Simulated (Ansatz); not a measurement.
An element in the bcc structure gives these cold pressures by all-electron LAPW under PBE (Ansatz 0.2.0, scalar-relativistic, no spin polarisation).

```
V (Å³/atom)  P (GPa)
      36.97     0.01
      32.53     1.27
      28.84     3.08
      25.14     6.15
      21.44    11.70
      18.48    19.70
      15.90     32.0
```

**Question.** Which element is it?

**Answer.** Na. Its zero-pressure volume in this structure is near 37.0 Å³/atom; the volume and the steepness of P(V) together point to it, though neighbours can come close. Other candidates weren't computed, and some may come near.
